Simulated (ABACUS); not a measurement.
Convergence test for Bi2Se3 (R-3m, 5 atoms in the cell; from Materials Project mp-541837)

```
CELL_PARAMETERS angstrom
      2.09569     1.20994     9.97623
     -2.09569     1.20994     9.97623
      0.00000    -2.41989     9.97623
ATOMIC_POSITIONS crystal
  Bi 0.39844 0.39844 0.39844
  Bi 0.60156 0.60156 0.60156
  Se 0.00000 0.00000 0.00000
  Se 0.21572 0.21572 0.21572
  Se 0.78428 0.78428 0.78428
```

All values come from this method and carry its errors: ABACUS with PBE, numerical atomic orbitals DZP (confined pseudo-atomic orbitals with Gaussian additions; energy shift 0.01 Ry), PseudoDojo 0.5 standard norm-conserving PBE (tails mended) pseudopotentials.

Spin-orbit coupling is left out, which matters for bands and gaps with elements this heavy. The atom-centred basis is finite, which shifts total energies, pressures and gaps against plane waves. The structure comes from a collection of computed structures, made at another level of theory; the collection holds predicted forms beside known ones.

Held fixed: basis = DZP numerical atomic orbitals, energy shift 0.01 Ry; basis_type = lcao; ecutwfc = 100 Ry; smearing_method = gaussian; smearing_sigma = 0.00146997 Ry; potentials = PseudoDojo 0.5 standard norm-conserving PBE (tails mended); symmetry = 1; ks_solver = genelpa; scf_nmax = 100; scf_thr = 1.0e-07; mixing_type = broyden. Moved along with it: gamma_only.

ΔF is the free energy per atom less that of the last row (Gamma 14 14 14 0 0 0).

The series runs over KPT = none (gamma_only 1, Γ alone); Gamma 2 2 2 0 0 0; Gamma 3 3 3 0 0 0; Gamma 4 4 4 0 0 0; Gamma 5 5 5 0 0 0; Gamma 6 6 6 0 0 0; Gamma 7 7 7 0 0 0; Gamma 9 9 9 0 0 0; Gamma 10 10 10 0 0 0; Gamma 12 12 12 0 0 0; Gamma 14 14 14 0 0 0.

Problem. From which setting on does the energy stay within 1 meV/atom of the last one?

Solution. From KPT = Gamma 4 4 4 0 0 0 on; the one before it is off by 13 meV/atom.

| KPT | ΔF (meV/atom) | pressure (GPa) | k-points | iterations |
|---|---|---|---|---|
| none (gamma_only 1, Γ alone) | 3629.0 | 23.59 | 1 | 20 |
| Gamma 2 2 2 0 0 0 | 189.5 | 0.42 | 4 | 11 |
| Gamma 3 3 3 0 0 0 | 12.9 | -1.23 | 6 | 10 |
| Gamma 4 4 4 0 0 0 | 0.79 | -1.26 | 13 | 10 |
| Gamma 5 5 5 0 0 0 | -0.04 | -1.20 | 19 | 10 |
| Gamma 6 6 6 0 0 0 | 0.62 | -1.16 | 32 | 10 |
| Gamma 7 7 7 0 0 0 | 0.59 | -1.15 | 44 | 10 |
| Gamma 9 9 9 0 0 0 | 0.10 | -1.15 | 85 | 10 |
| Gamma 10 10 10 0 0 0 | 0.02 | -1.15 | 116 | 10 |
| Gamma 12 12 12 0 0 0 | 0.00 | -1.15 | 189 | 10 |
| Gamma 14 14 14 0 0 0 | 0.00 | -1.15 | 288 | 10 |

The atomic orbitals were generated for these runs; they are not ABACUS's published sets and were checked against plane waves on a few crystals only.

“Tails mended”: in these copies of the files the far tail of each local potential was reset to the Coulomb form.
